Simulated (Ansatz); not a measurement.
YSi2Pd2:
```cif
data_Pd2Si2Y
_chemical_formula_sum 'Y1 Si2 Pd2'
_space_group_name_H-M_alt 'P 1'
_space_group_IT_number 1
_cell_length_a 5.76160
_cell_length_b 5.76160
_cell_length_c 5.76160
_cell_angle_alpha 137.956
_cell_angle_beta 137.956
_cell_angle_gamma 60.970
loop_
_space_group_symop_operation_xyz
  'x, y, z'
loop_
_atom_site_label
_atom_site_type_symbol
_atom_site_fract_x
_atom_site_fract_y
_atom_site_fract_z
_atom_site_occupancy
Y1 Y 0.00000 0.00000 0.00000 1
Si1 Si 0.61701 0.61701 0.00000 1
Si2 Si 0.38299 0.38299 0.00000 1
Pd1 Pd 0.75000 0.25000 0.50000 1
Pd2 Pd 0.25000 0.75000 0.50000 1
```

Relaxed with r²SCAN.

Problem. Which orbitals make up the states near the Fermi level in DFT-r²SCAN in the program Ansatz with PAW potentials?

Solution. Within 0.5 eV of the Fermi level: Pd 4d 31 %, Si 3p 31 %, Y 4d 27 %, outside the projected shells 5 %. Projections are on Löwdin-orthogonalised atomic valence shells; empty p or d shells of many metals are not among them.

Problem. Tabulate the density of states.

Solution. States/eV per cell of 5 atoms, in 0.25 eV bins, energy from the Fermi level.

```csv
E (eV),total,Pd 4d,Si 3p,Y 4d
-7.85,1.73,0.55,0.26,0.11
-7.60,0.63,0.21,0.09,0.02
-7.35,0.00,0.00,0.00,0.00
-7.10,0.00,0.00,0.00,0.00
-6.85,0.00,0.00,0.00,0.00
-6.60,0.05,0.02,0.02,0.00
-6.35,0.65,0.34,0.24,0.03
-6.10,2.46,1.23,0.97,0.09
-5.85,3.65,1.76,1.44,0.16
-5.60,4.32,2.41,1.48,0.15
-5.35,4.97,3.32,1.36,0.16
-5.10,4.39,3.18,1.00,0.14
-4.85,4.53,3.25,1.05,0.14
-4.60,6.98,5.35,1.16,0.29
-4.35,9.73,7.56,1.45,0.38
-4.10,6.42,5.04,0.86,0.24
-3.85,6.78,5.52,0.77,0.28
-3.60,7.28,5.78,0.95,0.28
-3.35,8.31,7.15,0.70,0.22
-3.10,7.31,6.24,0.71,0.13
-2.85,4.37,3.29,0.74,0.08
-2.60,2.51,1.79,0.49,0.07
-2.35,1.47,0.77,0.40,0.11
-2.10,1.41,0.58,0.52,0.11
-1.85,2.92,1.10,0.92,0.52
-1.60,2.14,0.71,0.80,0.36
-1.35,2.08,0.57,0.85,0.42
-1.10,1.96,0.61,0.72,0.40
-0.85,2.95,1.15,1.03,0.54
-0.60,3.05,1.05,1.07,0.74
-0.35,2.91,1.13,0.86,0.70
-0.10,2.60,0.80,0.80,0.74
0.15,1.88,0.49,0.59,0.54
0.40,1.74,0.40,0.56,0.53
0.65,1.56,0.32,0.50,0.53
0.90,1.43,0.27,0.44,0.55
1.15,1.38,0.23,0.42,0.55
1.40,1.11,0.17,0.32,0.48
1.65,0.98,0.13,0.27,0.46
1.90,1.32,0.14,0.28,0.71
2.15,1.04,0.10,0.22,0.56
2.40,1.79,0.15,0.28,0.99
2.65,2.20,0.18,0.34,1.15
2.90,2.17,0.14,0.28,1.24
3.15,2.53,0.15,0.33,1.49
3.40,3.43,0.19,0.45,2.00
3.65,4.01,0.24,0.55,2.31
3.90,4.30,0.22,0.66,2.42
4.15,4.94,0.25,0.88,2.80
4.40,4.04,0.20,0.79,2.17
4.65,2.52,0.14,0.64,0.94
```

Space group I4/mmm. The first step of the workflow began from a Materials Project structure, measured or hypothetical; the Crystallography Open Database files this formula in space group No. 139, but the cells were not matched. Whether it is the stable phase at ambient conditions was not checked. The r²SCAN relaxation kept the symmetry of its start; its stability against distortions is not shown here. The run is not spin-polarised. Scalar-relativistic: spin–orbit coupling is off unless named, which matters more the heavier the elements.

Potentials: the later of the program's two PAW sets.
